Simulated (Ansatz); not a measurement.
# K3Pd: energy against volume and a worked fit

Symmetry: Pm-3m, No. 221, cubic system. The conventional cell has a = 5.445 Å, b = 5.445 Å, c = 5.445 Å, α = 90.00°, β = 90.00°, γ = 90.00°. Pd (site symmetry m-3m) is surrounded by 12 K at 3.85 Å. K (site symmetry 4/mmm) is surrounded by 4 Pd at 3.85 Å and 8 K at 3.85 Å.

The cell comes from a database or a generator and needn't be the stable form of this composition.

The cell was scaled at fixed shape and fractions and run with Ansatz, Ansatz PAW, cutoff 420 eV; PBE, k mesh 5 × 5 × 5 on the cell of 4 atoms, fermi-dirac occupations of 0.05 eV, no spin polarisation, no spin-orbit coupling. Energies are those that the program minimises, any entropy of the smearing included. For a metal such a mesh isn't converged to the digits shown.

```tsv
V (Å³/atom)	energy over the lowest row (meV/atom)
37.9371	4.084
38.7443	?
39.5515	0.397
40.3587	0.000
41.1658	0.457
41.9730	1.688
42.7802	3.618
```

**Question.** Fit the third-order Birch-Murnaghan form, give V0, B0 and B′, and predict the energy left open.

**Answer.** With y = (V0/V)^(2/3), E = E0 + (9 V0 B0/16) [(y - 1)³ B′ + (y - 1)² (6 - 4y)]. Least squares through the rows shown give V0 = 40.3166 Å³/atom, E0 = 0.000 meV, B0 = 8.463 GPa (1 eV/Å³ = 160.218 GPa) and B′ = 3.76, with a largest miss of 0.002 meV. At V = 38.7443 the form with these constants gives 1.725 meV; the run gave 1.725 meV an atom.
